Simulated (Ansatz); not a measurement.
Ansatz (a quantum-chemistry and plane-wave program) input:

Ansatz 0.2 input:
```yaml
crystal:
  lattice:
    - [2.1610833501, 1.2477020539, 7.0377970084]
    - [-2.1610833501, 1.2477020539, 7.0377970084]
    - [0.0, -2.4954041079, 7.0377970084]
  atoms:
    - { symbol: Te, position: [0.5, 0.5, 0.5] }
    - { symbol: Pb, position: [0.7411332829, 0.7411332829, 0.7411332829] }
    - { symbol: Pb, position: [0.2588667171, 0.2588667171, 0.2588667171] }
    - { symbol: S, position: [0.0, 0.0, 0.0] }
kpoints:
  mp_grid: { grid: [8, 8, 8] }
hamiltonian:
  xc: lda
  pseudopotentials: { kind: paw }
scf:
  occupations: { method: fixed }
elastic: { mode: relaxed_ion, stencil: two_point, amplitude: 0.005, f_tol: 0.0005 }
```

Output (shortened):

```
Pseudopotential: Te, paw, valence charge 16
Pseudopotential: Pb, paw, valence charge 14
Pseudopotential: S, paw, valence charge 6
Functional definition: SPW92
Crystal: 4 atoms, lattice volume = 113.860 Å³
Basis set: ecut = 420 eV, 2231 PW (Γ)
Bands: 30, of which v1, the nominal top of the filled ones, is band 25 counted from 1 (24 counted from 0)
Symmetry: 12 space group operations
Space group: R-3m (ITA 166), of the structure as read, at distance tolerance 4.8e-5 Å
k-points: 65 of 512
SCF 1 converged in 11 iterations: F = -30903.148713 eV  dr2 = 4.02e-14
Crystal: 4 atoms, lattice volume = 113.290 Å³
Basis set: ecut = 420 eV, 2191 PW (Γ)
Symmetry: 4 space group operations
k-points: 150 of 512
SCF 2 converged in 12 iterations: F = -30903.147834 eV  dr2 = 1.03e-14
relax step   1: F+E_penalty+E_count = -30903.14783427 eV  Δ(F+E_penalty+E_count) = +0.000e0 eV  max|allowed force component| = 4.347e-3 eV/Å  Δτ_max = 0.0000 Å  (12 SCF iters, accepted)
Crystal: 4 atoms, lattice volume = 113.290 Å³
SCF 3 converged in 8 iterations: F = -30903.147841 eV  dr2 = 4.18e-14
relax step   2: F+E_penalty+E_count = -30903.14784106 eV  Δ(F+E_penalty+E_count) = -6.787e-6 eV  max|allowed force component| = 1.079e-3 eV/Å  Δτ_max = 0.0013 Å  (8 SCF iters, accepted)
Crystal: 4 atoms, lattice volume = 113.290 Å³
SCF 4 converged in 8 iterations: F = -30903.147841 eV  dr2 = 4.10e-14
relax step   3: F+E_penalty+E_count = -30903.14784111 eV  Δ(F+E_penalty+E_count) = -4.510e-8 eV  max|allowed force component| = 1.920e-3 eV/Å  Δτ_max = 0.0007 Å  (8 SCF iters, accepted)
Crystal: 4 atoms, lattice volume = 113.290 Å³
SCF 5 converged in 7 iterations: F = -30903.147842 eV  dr2 = 8.56e-14
relax step   4: F+E_penalty+E_count = -30903.14784164 eV  Δ(F+E_penalty+E_count) = -5.342e-7 eV  max|allowed force component| = 2.439e-5 eV/Å  Δτ_max = 0.0003 Å  (7 SCF iters, accepted)
Crystal: 4 atoms, lattice volume = 113.290 Å³
SCF 6 converged in 2 iterations: F = -30903.147842 eV  dr2 = 3.14e-14
Crystal: 4 atoms, lattice volume = 114.429 Å³
Basis set: ecut = 420 eV, 2255 PW (Γ)
SCF 7 converged in 12 iterations: F = -30903.147865 eV  dr2 = 1.55e-14
relax step   1: F+E_penalty+E_count = -30903.14786487 eV  Δ(F+E_penalty+E_count) = +0.000e0 eV  max|allowed force component| = 4.444e-3 eV/Å  Δτ_max = 0.0000 Å  (12 SCF iters, accepted)
Crystal: 4 atoms, lattice volume = 114.429 Å³
SCF 8 converged in 8 iterations: F = -30903.147873 eV  dr2 = 6.57e-14
relax step   2: F+E_penalty+E_count = -30903.14787259 eV  Δ(F+E_penalty+E_count) = -7.715e-6 eV  max|allowed force component| = 3.191e-4 eV/Å  Δτ_max = 0.0018 Å  (8 SCF iters, accepted)
Crystal: 4 atoms, lattice volume = 114.429 Å³
SCF 9 converged in 2 iterations: F = -30903.147873 eV  dr2 = 1.51e-14
Crystal: 4 atoms, lattice volume = 113.290 Å³
Basis set: ecut = 420 eV, 2195 PW (Γ)
SCF 10 converged in 11 iterations: F = -30903.148000 eV  dr2 = 8.04e-14
relax step   1: F+E_penalty+E_count = -30903.14799968 eV  Δ(F+E_penalty+E_count) = +0.000e0 eV  max|allowed force component| = 9.475e-3 eV/Å  Δτ_max = 0.0000 Å  (11 SCF iters, accepted)
Crystal: 4 atoms, lattice volume = 113.290 Å³
SCF 11 converged in 9 iterations: F = -30903.147993 eV  dr2 = 3.33e-14
relax step   2: F+E_penalty+E_count = -30903.14799262 eV  Δ(F+E_penalty+E_count) = +7.064e-6 eV  max|allowed force component| = 1.198e-2 eV/Å  Δτ_max = 0.0028 Å  (9 SCF iters, rejected (line search))
Crystal: 4 atoms, lattice volume = 113.290 Å³
SCF 12 converged in 9 iterations: F = -30903.148011 eV  dr2 = 8.87e-15
relax step   3: F+E_penalty+E_count = -30903.14801149 eV  Δ(F+E_penalty+E_count) = -1.180e-5 eV  max|allowed force component| = 2.923e-6 eV/Å  Δτ_max = 0.0012 Å  (9 SCF iters, accepted)
Crystal: 4 atoms, lattice volume = 113.290 Å³
SCF 13 converged in 2 iterations: F = -30903.148011 eV  dr2 = 2.88e-15
Crystal: 4 atoms, lattice volume = 114.429 Å³
Basis set: ecut = 420 eV, 2249 PW (Γ)
SCF 14 converged in 12 iterations: F = -30903.148029 eV  dr2 = 1.04e-14
relax step   1: F+E_penalty+E_count = -30903.14802884 eV  Δ(F+E_penalty+E_count) = +0.000e0 eV  max|allowed force component| = 9.988e-3 eV/Å  Δτ_max = 0.0000 Å  (12 SCF iters, accepted)
Crystal: 4 atoms, lattice volume = 114.429 Å³
SCF 15 converged in 9 iterations: F = -30903.148042 eV  dr2 = 9.02e-15
relax step   2: F+E_penalty+E_count = -30903.14804219 eV  Δ(F+E_penalty+E_count) = -1.334e-5 eV  max|allowed force component| = 1.718e-4 eV/Å  Δτ_max = 0.0013 Å  (9 SCF iters, accepted)
Crystal: 4 atoms, lattice volume = 114.429 Å³
SCF 16 converged in 2 iterations: F = -30903.148042 eV  dr2 = 2.54e-15
Crystal: 4 atoms, lattice volume = 113.859 Å³
Basis set: ecut = 420 eV, 2219 PW (Γ)
SCF 17 converged in 10 iterations: F = -30903.148253 eV  dr2 = 7.01e-14
relax step   1: F+E_penalty+E_count = -30903.14825291 eV  Δ(F+E_penalty+E_count) = +0.000e0 eV  max|allowed force component| = 2.744e-3 eV/Å  Δτ_max = 0.0000 Å  (10 SCF iters, accepted)
Crystal: 4 atoms, lattice volume = 113.859 Å³
SCF 18 converged in 8 iterations: F = -30903.148256 eV  dr2 = 1.28e-14
relax step   2: F+E_penalty+E_count = -30903.14825568 eV  Δ(F+E_penalty+E_count) = -2.773e-6 eV  max|allowed force component| = 7.256e-4 eV/Å  Δτ_max = 0.0008 Å  (8 SCF iters, accepted)
Crystal: 4 atoms, lattice volume = 113.859 Å³
SCF 19 converged in 8 iterations: F = -30903.148256 eV  dr2 = 1.26e-14
relax step   3: F+E_penalty+E_count = -30903.14825577 eV  Δ(F+E_penalty+E_count) = -8.896e-8 eV  max|allowed force component| = 9.807e-4 eV/Å  Δτ_max = 0.0004 Å  (8 SCF iters, accepted)
Crystal: 4 atoms, lattice volume = 113.859 Å³
SCF 20 converged in 7 iterations: F = -30903.148256 eV  dr2 = 1.78e-14
relax step   4: F+E_penalty+E_count = -30903.14825590 eV  Δ(F+E_penalty+E_count) = -1.321e-7 eV  max|allowed force component| = 1.330e-5 eV/Å  Δτ_max = 0.0001 Å  (7 SCF iters, accepted)
Crystal: 4 atoms, lattice volume = 113.859 Å³
SCF 21 converged in 2 iterations: F = -30903.148256 eV  dr2 = 4.33e-15
Crystal: 4 atoms, lattice volume = 113.859 Å³
SCF 22 converged in 10 iterations: F = -30903.148250 eV  dr2 = 6.47e-14
relax step   1: F+E_penalty+E_count = -30903.14824957 eV  Δ(F+E_penalty+E_count) = +0.000e0 eV  max|allowed force component| = 2.871e-3 eV/Å  Δτ_max = 0.0000 Å  (10 SCF iters, accepted)
Crystal: 4 atoms, lattice volume = 113.859 Å³
SCF 23 converged in 8 iterations: F = -30903.148253 eV  dr2 = 8.24e-14
relax step   2: F+E_penalty+E_count = -30903.14825264 eV  Δ(F+E_penalty+E_count) = -3.072e-6 eV  max|allowed force component| = 4.374e-4 eV/Å  Δτ_max = 0.0013 Å  (8 SCF iters, accepted)
Crystal: 4 atoms, lattice volume = 113.859 Å³
SCF 24 converged in 2 iterations: F = -30903.148253 eV  dr2 = 1.01e-14
SCF converged after 11 iterations
Free energy (F): -30903.148713 eV
Harris-Foulkes:  -30903.148713 eV  (|F-HF|=7.28e-12)
Internal energy: -30903.148713 eV  (E = F + TS)
E sigma→0 (E₀):  -30903.148713 eV
Fermi energy:    9.022452 eV
--- Per-component energies (eV) ---
  E_band       = -354.804665
  E_kinetic    = 866.292719
  E_local      = -3578.841060  (includes V_loc(G=0)·N_el)
  E_nonlocal   = 433.292883
  E_hartree    = 1720.865976
  E_xc         = -660.241912
  E_vxc        = -461.787230  (∫ρ·V_xc dr)
  E_paw        = -25280.603584  (= ΣΔE_a)
  E_vpaw       = -1055.493823  (= ΣTr[D̂ρ^β])
  E_aug_tail   = -0.000107  (compensation charges beyond the density's cutoff)
  E_ewald      = -4404.590059
  E_core_change = 0.676432  (= ΣΔE_core)
  E_smearing   =  0.000000  (= −TS)
  E_closure    = 0.000000  (closes the sum)
  Σ components = -30903.148713   (vs F -30903.148713, Δ=0.00e0)
--- Forces (eV/Å), atoms counted from 1 ---
  atom   1  Te     0.00000000     0.00000000     0.00000000
  atom   2  Pb     0.00000000     0.00000000     0.00043536
  atom   3  Pb     0.00000000     0.00000000    -0.00043536
  atom   4  S      0.00000000     0.00000000     0.00000000
  max |Σ_I F_I| component: 1.08e-19 eV/Å
--- Stress (GPa, compression-positive) ---
        0.002344       0.000000       0.000000
        0.000000       0.002344       0.000000
        0.000000       0.000000       0.003044
  P = ⅓ Tr σ = 0.0026 GPa (0.026 kbar)
--- Band table (eV; the first three rows and the last of 65) ---
  k-point 0: bands = ["-27.2334", "-27.2322", "-27.2322", "-27.2065", "-27.2065", "-7.7579", "-7.7579", "-7.7334", "-7.7334", "-7.7261", "-7.7220", "-7.7219", "-7.7219", "-7.6823", "-7.6823", "-4.3475", "-2.4864", "0.0483", "3.0961", "6.6896", "6.6896", …
  k-point 1: bands = ["-27.2333", "-27.2323", "-27.2322", "-27.2065", "-27.2063", "-7.7697", "-7.7532", "-7.7378", "-7.7335", "-7.7261", "-7.7198", "-7.7182", "-7.7167", "-7.6870", "-7.6820", "-4.2251", "-2.3985", "0.1769", "2.6770", "6.3775", "6.5482", …
  k-point 2: bands = ["-27.2331", "-27.2325", "-27.2323", "-27.2065", "-27.2058", "-7.7974", "-7.7504", "-7.7463", "-7.7324", "-7.7304", "-7.7120", "-7.7098", "-7.7040", "-7.6928", "-7.6806", "-3.8822", "-2.1721", "0.4532", "1.8777", "5.0398", "6.2406", …
  k-point 64: bands = ["-27.2334", "-27.2322", "-27.2322", "-27.2065", "-27.2065", "-7.7489", "-7.7489", "-7.7348", "-7.7348", "-7.7291", "-7.7225", "-7.7225", "-7.7182", "-7.6893", "-7.6893", "-4.1458", "-3.0385", "1.3226", "1.9653", "6.6957", "6.6957", …
--- Elastic constants: 3 strain directions × 2 members + reference (group order 12) ---
  dense FFT box of the reference and of every strained cell: 54×54×54
  strains applied: 11, 33, 23; error gains …
  C = ∂σ_k/∂η_j (tension-positive GPa; Voigt order 11 22 33 23 13 12):
        96.406     29.501     43.830     23.271      0.000      0.000
        29.501     96.406     43.830    -23.271      0.000      0.000
        43.834     43.834     77.193      0.000      0.000      0.000
        23.275    -23.275      0.000     51.462      0.000      0.000
         0.000      0.000      0.000      0.000     51.462     23.275
         0.000      0.000      0.000      0.000     23.271     33.453
  reference stress σ⁰ (GPa):     -0.002     -0.002     -0.003      0.000      0.000      0.000
  moduli (Voigt/Reuss/Hill, GPa): K = 56.04/55.99/56.01   G = 37.46/24.86/31.16   E = 78.86   ν = 0.265
  mechanically stable: yes (min eigenvalue of sym C = 17.50 GPa)
  strain η (Voigt 11):  stress-route row diagonal C_11 = 96.41 GPa, energy-path curvature d²(F+E_count+ΔE)/dδ²/Ω₀ = 96.40 GPa
         δ    σ_11 (GPa)             F (eV)   n_scf  n_hpsi   n_pw
    -5.000e-3      -0.4917      -30903.1478416       2   40070   2238   relax 4 steps, max|allowed force component| 2.44e-5 eV/Å
     5.000e-3       0.4724      -30903.1478726       2   40005   2261   relax 2 steps, max|allowed force component| 3.19e-4 eV/Å
  strain η (Voigt 33):  stress-route row diagonal C_33 = 77.19 GPa, energy-path curvature d²(F+E_count+ΔE)/dδ²/Ω₀ = 77.19 GPa
         δ    σ_33 (GPa)             F (eV)   n_scf  n_hpsi   n_pw
    -5.000e-3      -0.3916      -30903.1480115       2   17322   2233   relax 3 steps, max|allowed force component| 2.92e-6 eV/Å
     5.000e-3       0.3803      -30903.1480422       2   17368   2254   relax 2 steps, max|allowed force component| 1.72e-4 eV/Å
  strain η (Voigt 23):  stress-route row diagonal C_44 = 51.46 GPa, energy-path curvature d²(F+E_count+ΔE)/dδ²/Ω₀ = 51.46 GPa
         δ    σ_23 (GPa)             F (eV)   n_scf  n_hpsi   n_pw
    -5.000e-3      -0.2558      -30903.1482559       2   39924   2247   relax 4 steps, max|allowed force component| 1.33e-5 eV/Å
     5.000e-3       0.2588      -30903.1482526       2   40216   2246   relax 2 steps, max|allowed force component| 4.37e-4 eV/Å
```

Cost: about 6 core-minutes (a rough figure) on shared cores.

The first step of the workflow began from a Materials Project structure, measured or hypothetical; the Crystallography Open Database copy checked does not list it. Its standing as an ambient phase is unchecked. The LDA relaxation kept the symmetry of its start; of distortions, only those at the zone centre were tested. Scalar-relativistic: spin–orbit coupling is off unless named, which matters more the heavier the elements.

Potentials: the later of the program's two PAW sets.

Ansatz is a plane-wave DFT program.
